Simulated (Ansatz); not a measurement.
Relax this structure to zero stress and force, keeping its symmetry:

```xyz
2
Lattice="2.7607 0.0000 0.0000 -1.3803 2.3908 0.0000 0.0000 0.0000 4.7921" Properties=species:S:1:pos:R:3 pbc="T T T"
Pt    1.3803    0.7969    3.5941
Pt    0.0000    1.5939    1.1980
```

All numbers below come from DFT r2SCAN, scalar-relativistic, plane waves, PAW in Ansatz 0.2.0.

Settings: cutoff 500 eV, Γ-centred mesh 18×18×10 on the computed 2-atom cell, Gaussian smearing of 0.10 eV; no spin polarisation.

Question: What does it relax to?

Answer: The volume drops by 0.40 Å³/atom to 15.41 Å³/atom, and the energy falls by 8.7 meV/atom. Final structure:
```cif
data_structure
_symmetry_space_group_name_H-M 'P6_3/mmc'
_symmetry_Int_Tables_number 194
_cell_length_a 2.7330
_cell_length_b 2.7330
_cell_length_c 4.7654
_cell_angle_alpha 90.000
_cell_angle_beta 90.000
_cell_angle_gamma 120.000
_cell_volume 30.82
loop_
_atom_site_label
_atom_site_type_symbol
_atom_site_symmetry_multiplicity
_atom_site_Wyckoff_symbol
_atom_site_fract_x
_atom_site_fract_y
_atom_site_fract_z
_atom_site_occupancy
Pt1 Pt 2 c 0.66667 0.33333 0.75000 1
```

Spin–orbit coupling is left out, which can shift energies with elements as heavy as these.

This form isn't the element's structure at ambient conditions.